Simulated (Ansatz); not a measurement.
The start is a relaxed Be cell, doubled along one cell vector, shaken by Gaussian noise of σ = 0.08 Å a coordinate. A full variable-cell relaxation at zero pressure is run with r2SCAN (plane waves to 500 eV, PAW, scalar-relativistic; Ansatz, an electronic-structure program). The first steps use a coarse 9×5×16 k-mesh.

Input geometry:
```
CELL_PARAMETERS angstrom
      4.29807     0.00000     0.00000
     -4.29807     7.44447     0.00000
      0.00000     0.00000     2.00773
ATOMIC_POSITIONS crystal
  Be 0.50255 0.99972 0.56222
  Be 0.50841 0.51025 0.53520
  Be 0.45970 0.24876 0.48199
  Be 0.50102 0.75891 0.55849
  Be 0.96711 0.24260 0.45440
  Be 0.00382 0.76162 0.51131
```

```json
{
 "energy_released": "0.94 eV/atom",
 "volume_change": "-26.1 %, from 10.71 to 7.91 Å³/atom",
 "relative_to_the_parent": "It does not go back: it reaches P6₃/mmc (No. 194), hcp (Mg type), 0.94 eV/atom below the parent",
 "Shortest distances (start → end)": "The closest pairs of elements (up to four, under 3.6 Å), start → end: Be–Be 2.01 → 2.21 Å",
 "band_gap_at_the_end": "zero (metallic)",
 "optimiser_moves": "23"
}
```

Final structure:

```cif
data_Be2
_chemical_formula_sum 'Be2'
_space_group_name_H-M_alt 'P63/mmc'
_space_group_IT_number 194
_space_group_name_Hall '-P 6c 2c'
_cell_length_a 2.26369
_cell_length_b 2.26369
_cell_length_c 3.56387
_cell_angle_alpha 90.000
_cell_angle_beta 90.000
_cell_angle_gamma 120.000
loop_
_atom_site_label
_atom_site_type_symbol
_atom_site_symmetry_multiplicity
_atom_site_Wyckoff_symbol
_atom_site_fract_x
_atom_site_fract_y
_atom_site_fract_z
_atom_site_occupancy
Be1 Be 2 c 0.33333 0.66667 0.25000 1
```

Final values are on a 23×23×13 k-mesh of the relaxed cell. No spin polarisation in the result.

Of the parent cell (P6/mmm (No. 191)): it is a generated cell of Be: the first start was made by placing the elements on the sites of a structure type, and the end was not matched to a known phase here, so it may be hypothetical. Known forms of Be include space group No. 194.
